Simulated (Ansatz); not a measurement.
According to DFT-PBE in the program Ansatz with PAW potentials, Te in the diamond structure (Fd-3m) relaxes to a = 7.182 Å. Te has 4 nearest neighbours from 3.11 Å (tetrahedral).

Electronic character: metallic (no gap). Gap from PBE with spin–orbit coupling: none (metallic).

An equation-of-state fit gives a bulk modulus of 26.5 GPa.

The start of the workflow was typed in or built on a structure type; neither database checked (COD, Materials Project) lists it. It is not the phase usual at ambient conditions (space group No. 152). The cell was relaxed with PBE under the symmetry of its start; its stability against distortions is not shown here. The volume moved by 16 % from the start of the relaxation. Scalar-relativistic: spin–orbit coupling is off unless named, which matters more the heavier the elements.

Potentials: the later of the program's two PAW sets.
